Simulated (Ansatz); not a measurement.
KMgF3 (cubic perovskite, Pm-3m), DFT-PBE in the program Ansatz with PAW potentials: ε∞ = 2.07, cell volume 66.64 Å³. Infrared-active transverse modes:

| ω_TO (cm⁻¹) | oscillator strength S_xx (e²/amu) |
|---|---|
| 138.8 | 0.08072 |
| 280.3 | 0.1515 |
| 420.6 | 0.1566 |

Compute the static dielectric constant.

Each mode adds (4.921e7/V) S/ω²: 3.10, 1.42, 0.65. So ε0 = 7.24.

The PBE relaxation kept the symmetry of its start; phonons on a q-mesh show no instability.

Potentials: the later of the program's two PAW sets.
